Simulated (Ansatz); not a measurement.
# Density of states of PtSe2

```cif
data_structure
_symmetry_space_group_name_H-M 'P-3m1'
_symmetry_Int_Tables_number 164
_cell_length_a 3.7516
_cell_length_b 3.7516
_cell_length_c 6.5012
_cell_angle_alpha 90.000
_cell_angle_beta 90.000
_cell_angle_gamma 120.000
_cell_volume 79.24
loop_
_atom_site_label
_atom_site_type_symbol
_atom_site_symmetry_multiplicity
_atom_site_Wyckoff_symbol
_atom_site_fract_x
_atom_site_fract_y
_atom_site_fract_z
_atom_site_occupancy
Pt1 Pt 1 a 0.00000 0.00000 0.00000 1
Se1 Se 2 d 0.33333 0.66667 0.20099 1
```

The runs use the primitive cell with vectors (3.752, 0.000, 0.000), (-1.876, 3.249, 0.000), (0.000, 0.000, 6.501) Å, to which the k mesh refers.

The structure comes from a relaxation in the same program, started in the CdI2 type, and has space group P-3m1. Whether it is a known phase or the ground state wasn't checked.

No spin–orbit coupling, which matters for the heavy atoms here.

These are results of Ansatz 0.2.0, DFT, PBE, all-electron LAPW, scalar-relativistic, not measurements.

Sampling and basis: a Γ-centred 12×12×7 k mesh, Fermi–Dirac smearing of 0.05 eV, basis error target 1 meV/atom, no spin polarisation.

Which of the resolved shells contributes most in the top eV of the valence band?

Se 4p, with 77 % of all states there; Pt 5d follows with 21 %.

Where is the centre of the filled Pt 5d states between -14 eV and the top of the filled states?

-3.64 eV from the valence-band top.

Tabulate the density of states.

States per eV and cell, averaged over 0.6 eV, from -6.3 to 5.5 eV, with energies (bin centres) from the valence-band top; empty bins are left out. The partial columns, the largest 3 alone, are projections on Löwdin-orthogonalised atomic shells (those that the program's projection atoms carry: the occupied ones and, for some elements, an empty d or f shell; other empty shells have no column), summed over atoms of an element. Weights on diffuse s and p shells depend on that basis and aren't pure angular character.
| E (eV) | total | Se 4p | Pt 5d | Pt 6s |
| --- | --- | --- | --- | --- |
| -6.1 | 0.75 | 0.41 | 0.18 | 0.13 |
| -5.5 | 2.55 | 1.22 | 0.99 | 0.24 |
| -4.9 | 4.97 | 2.07 | 2.66 | 0.08 |
| -4.3 | 1.91 | 0.89 | 0.83 | 0.10 |
| -3.7 | 4.30 | 1.75 | 2.33 | 0.04 |
| -3.1 | 2.07 | 0.47 | 1.53 | 0.02 |
| -2.5 | 4.09 | 0.85 | 2.95 | 0.17 |
| -1.9 | 1.74 | 0.96 | 0.66 | 0.04 |
| -1.3 | 3.17 | 2.04 | 1.03 | 0.01 |
| -0.7 | 3.02 | 2.21 | 0.74 | 0.01 |
| -0.1 | 1.44 | 1.23 | 0.18 | 0.00 |
| 1.1 | 0.86 | 0.52 | 0.28 | 0.00 |
| 1.7 | 3.08 | 1.96 | 0.93 | 0.01 |
| 2.3 | 2.67 | 1.81 | 0.75 | 0.00 |
| 2.9 | 0.06 | 0.04 | 0.02 | 0.00 |
| 4.7 | 0.79 | 0.20 | 0.02 | 0.29 |
| 5.3 | 1.42 | 0.34 | 0.02 | 0.49 |
